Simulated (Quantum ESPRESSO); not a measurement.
**An isovalent swap in MgH2**

Host, cell and atoms relaxed with PBE and no dispersion term (shieldings by PBE GIPAW on JTH datasets (Quantum ESPRESSO, modified build), 30 Ha, k-mesh 6×6×8 shifted, f-sum rule met within 0.002 %):

```json
[
 {"site": "Mg (atoms 1, 2)", "site symmetry": "mmm", "σ_iso (ppm)": "550"},
 {"site": "H (atoms 3, 4, 5, 6)", "site symmetry": "m2m", "σ_iso (ppm)": "–"}
]
```

Its cell: a = b = 4.5325 Å, c = 3.0230 Å, α = β = γ = 90.00°.

Changed cell (atom 1 is the new one; 30 Ha, k-mesh 6×6×8 shifted):

```
CaMgH4
1.0
    4.76604    -0.16361     0.00000
   -0.16361     4.76604     0.00000
    0.00000     0.00000     3.39266
Ca Mg H
1 1 4
Direct
  0.50000   0.50000   0.50000
  0.00000   0.00000   0.00000
  0.71134   0.71134   0.00000
  0.28866   0.28866   0.00000
  0.82512   0.17488   0.50000
  0.17488   0.82512   0.50000
```
The cell was made here from a computed Materials Project entry: one of 2 Mg replaced by Ca, cell and atoms relaxed (PBE without dispersion, pw.x of Quantum ESPRESSO, symmetry kept). The parent is MgH2 in P4₂/mnm. The swapped cell is a model, not a known phase. Stability against distortions was not tested.

Shieldings are absolute and leave out the bulk-susceptibility term; a larger σ means a smaller chemical shift. By our sweeps, such settings leave a few ppm in absolute σ. No d partial waves on Mg: the paramagnetic term there is incompletely reconstructed. PBE places the empty d or f states of Ca too low, which is known to distort σ on and beside such ions. The structure is static (0 K, no zero-point motion).

Q: What do the sites of the changed cell show?

A: 
```tsv
site	distance to atom 1 (Å)	σ_iso (ppm)	change from the host	span Ω (ppm)
Ca (atom 1)	–	969	–	79
Mg (atom 2)	3.67	557	+7	33
H1 (atoms 3, 4)	2.18	–	–	–
H2 (atoms 5, 6)	2.27	–	–	–
```
Ω = σ33 − σ11 is nil on cubic sites and else less certain than σ_iso.
The swap repeats in every cell, so this is an ordered compound and not a dilute impurity.
